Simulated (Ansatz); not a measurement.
## BeS, first-principles data

BeS:
```
CELL_PARAMETERS angstrom
      3.44991     0.00000     0.00000
     -1.72496     2.98771     0.00000
      0.00000     0.00000     7.83182
ATOMIC_POSITIONS crystal
  Be 0.00000 0.50000 0.33333
  Be 0.50000 0.50000 0.66667
  Be 0.50000 0.00000 0.00000
  S  0.00000 0.50000 0.83333
  S  0.50000 0.50000 0.16667
  S  0.50000 0.00000 0.50000
```

Space group P6_422 (No. 181); conventional cell a = b = 3.4499 Å, c = 7.8318 Å, α = β = 90.00°, γ = 120.00°.

Method: r²SCAN (plane waves, PAW; program Ansatz). Structure relaxed to zero pressure with the same functional. Other levels are named where they apply.

**Cell and energy**

Volume per atom: 13.45 Å³
Density: 2.53 g/cm³
Formation energy from the elements (no fitted shifts): -0.88 eV/atom

**Electronic structure**

- Band gap = 3.17 eV (indirect)
- Valence-band maximum = on the Γ–M line, 10 % of the way from Γ
- Conduction-band minimum = on the M–K line, 9 % of the way from M (6 equivalent valleys)
- Smallest direct gap on the standard path = 4.52 eV
- Electron effective mass = 0.28, 0.52, 0.55 mₑ (principal values)
- HSE06 gap on the r²SCAN cell = 3.59 eV

**Mechanics**

- Bulk modulus (Birch–Murnaghan fit) = 104 GPa
- Pressure derivative B′ = 3.8
- Elastic constants (relaxed ions, GPa) = C11 = 203, C12 = 55.0, C13 = 48.6, C33 = 224, C44 = 68.5
- Mechanical stability = stable (all eigenvalues of C positive)
- Hill bulk and shear moduli = 104 and 73.8 GPa
- Young's modulus = 179 GPa
- Poisson's ratio = 0.21
- Debye temperature from the elastic constants = 747 K
- Piezoelectric stress constants (proper, relaxed ions, C/m²) = e14 = 0.23, e25 = -0.23

**Charges**

* **Bader charges**: Be +1.68, S -1.68 e

The start of the workflow was typed in or built on a structure type; neither database checked (COD, Materials Project) lists it. COD files the formula under space group No. 216. Its standing as an ambient phase is unchecked. The r²SCAN relaxation kept the symmetry of its start; its stability against distortions is not shown here. Signs of piezoelectric constants follow the polarity of the cell as given. The references are the lowest solids computed at this level, not always the standard phases.

Potentials: the earlier of the program's two PAW sets. The files were generated under PBE; for other functionals the program regenerates the frozen cores, and for LDA and PBEsol the local potential too.
